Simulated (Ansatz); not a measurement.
# PtF2 (Cmmm) at 3 levels of theory

One geometry, relaxed with PBE; plane waves with PAW potentials in Ansatz, scalar-relativistic. No spin polarisation. Gaps are the least over mesh and band path; pressure is positive in compression, and isn't given for hybrids.

```
Pt F
1.0
     2.95724   -3.43226    0.00000
     2.95724    3.43226    0.00000
     0.00000    0.00000    3.11201
Pt F
1 2
Direct
  0.50000 0.50000 0.50000
  0.71785 0.71785 0.00000
  0.28215 0.28215 0.00000
```

| level | cutoff (eV) | k mesh | gap (eV) | pressure (GPa) |
| --- | --- | --- | --- | --- |
| PBE | 420 | 6×6×10 | 1.27 | 0.0 |
| HSE06 | 420 | 6×6×8 | 3.43 | - |
| PBEsol | 420 | 6×6×10 | 1.19 | -3.1 |

Spin-orbit coupling matters for the bands of heavy elements and is left out. The cell holds layers, chains or molecules and no dispersion correction was added, so their binding is poorly described.

The structure comes from a generated guess; another structure or a mixture of phases may lie lower.
